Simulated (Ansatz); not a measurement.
## K (Cmcm), an elastic constant from a strain scan

Method: Ansatz, DFT LDA, scalar-relativistic, plane waves, PAW. Settings: plane waves to 420 eV, k-mesh 12×12×6 (Γ-centred), Gaussian smearing 0.15 eV. No spin polarisation. Energies are free energies at this smearing, counted from the undisturbed cell; pressure is positive in compression.

The undisturbed cell (as given, not relaxed at this level; it stands at -0.6 GPa; this form isn't the usual structure):

```
K
1.0
     2.43796   -4.04761    0.00000
     2.43796    4.04761    0.00000
     0.00000    0.00000    7.81180
K
2
Cartesian
  2.4380 -2.5954 1.9529
  2.4380 2.5954 5.8588
```

The cell is strained by ε times the Voigt pattern (0, 1, 0, 0, 0, 0) (xx, yy, zz, yz, xz, xy; engineering shear) with fractional coordinates fixed. The cell holds 2 atoms in V0 = 154.17 Å³. The stress column is τ = (1/V0) dE/dε, got from the stress tensor σ (compression positive) at each point as −det(1 + εP) σ : P(1 + εP)⁻¹, with P the pattern as a tensor.

| ε | ΔE (meV/atom) | τ (GPa) |
| --- | --- | --- |
| -0.0200 | -4.727 | 0.443 |
| -0.0150 | -3.631 | 0.468 |
| -0.0100 | -2.476 | 0.492 |
| 0.0000 | 0.000 | 0.537 |
| 0.0050 | 1.319 | 0.559 |
| 0.0150 | 4.109 | 0.601 |
| 0.0200 | ? | ? |

Which combination of elastic constants does this scan measure, and how large is it?

For small ε, τ = τ0 + Kε with K = pᵀCp, which for this pattern is C22 in the Cartesian frame shown. The parabola through τ at ε = -0.0100, 0 and 0.0050 has slope K = 4.4 GPa at zero. The energies per cell, E = NΔE, of the same two points give K = 2[E(ε₊)/ε₊ − E(ε₋)/ε₋]/[(ε₊ − ε₋)V0] = 4.5 GPa, in agreement. These are clamped-ion values. The start is under stress, which shifts K from the elastic constant by about the size of that stress.

Predict the withheld row at ε = 0.0200 from the harmonic law, and compare.

ΔE = V0(τ0 ε + Kε²/2)/N = 5.595 meV/atom and τ = 0.63 GPa. The calculation gives 5.578 meV/atom and 0.62 GPa, a miss of 0.3 % of the harmonic energy, so the harmonic law still holds here.

In a metal these slopes depend on the k mesh and the smearing.